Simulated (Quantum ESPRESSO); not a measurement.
MgAl2C2 is taken in the trigonal space group P-3m1 (No. 164), Pearson symbol hP5. Conventional cell: a = 3.3906 Å, b = 3.3906 Å, c = 5.8237 Å, α = 90.00°, β = 90.00°, γ = 120.00°. C on 2d sees 3 Al at 2.012 Å and 1 Al at 2.212 Å and 3 Mg at 2.511 Å. Mg on 1a sees 6 C at 2.511 Å and 6 Al at 2.826 Å. Al on 2d is coordinated by 3 C at 2.012 Å and 1 C at 2.212 Å and 3 Al at 2.624 Å and 3 Mg at 2.826 Å. (Neighbours: up to the widest gap in distance over summed covalent radii, below 1.35, at either atom; cation-cation contacts left out.)

The geometry is that of Materials Project entry mp-9514, symmetrised and not relaxed again.

Question: What does PBEsol (Quantum ESPRESSO, PseudoDojo norm-conserving, 84 Ry, scalar-relativistic) give for the electronic structure near the Fermi level?

Answer: The PBEsol gap is 1.67 eV; at least one edge lies off the plotted path, at a point of the SCF mesh. The smallest direct gap is 2.89 eV. 

The structure is a Materials Project entry; no match was found in the copy of COD used, and its stability was not checked.
